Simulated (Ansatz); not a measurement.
## How much do the gradients of Zn3Sb4O6F6 depend on the method?

Cell: a measured structure from the Crystallography Open Database (COD), ions relaxed with PBE at fixed cell.

Space group I-43m (No. 217); a = 8.1291 Å.

| site | Wyckoff | site symmetry | x | y | z |
| --- | --- | --- | --- | --- | --- |
| Zn | 6b | -42.m | 0.5000 | 0.0000 | 0.0000 |
| Sb | 8c | .3m | 0.8368 | 0.1632 | 0.1632 |
| O | 12e | 2.mm | 0.7488 | 0.0000 | 0.0000 |
| F | 12d | -4.. | 0.5000 | 0.0000 | 0.2500 |

One atom of each set is listed; the run and its k-mesh use a cell of 19 atoms with edges of 7.04, 7.04, 7.04 Å.

First run. Computed with Ansatz: DFT, PBE, plane waves and PAW, scalar-relativistic, 420 eV cutoff, Γ-centred 4×4×4 k-points, Fermi–Dirac smearing 0.02 eV.

| site | V_zz (10²¹ V/m²) | η |
| --- | --- | --- |
| Zn | -3.11 | 0.00 |
| Sb | -36.2 | 0.00 |
| O | 9.54 | 0.81 |
| F | 7.93 | 0.00 |

Second run. The same atoms and settings, except that spin–orbit coupling is included (fully relativistic PAW files).

Problem. What does the second run give?

Solution. 

```csv
site,V_zz,η,change of V_zz
Zn,-3.09,0.00,+0.02
Sb,-36.4,0.00,-0.21
O,9.62,0.81,+0.08
F,7.95,0.00,+0.02
```

The largest change of V_zz is on Sb, from -36.2 to -36.4. In per cent, |V_zz| changes by -1 on Zn, +1 on Sb, +1 on O, 0 on F (all sites that start above 0.5).

At this cell the PBE pressure is 5 GPa, so with PBE the cell would grow if it were relaxed. With these PAW files V_zz is typically within 2 to 3 % of all-electron values, but misses above 10 % occur on Sb.
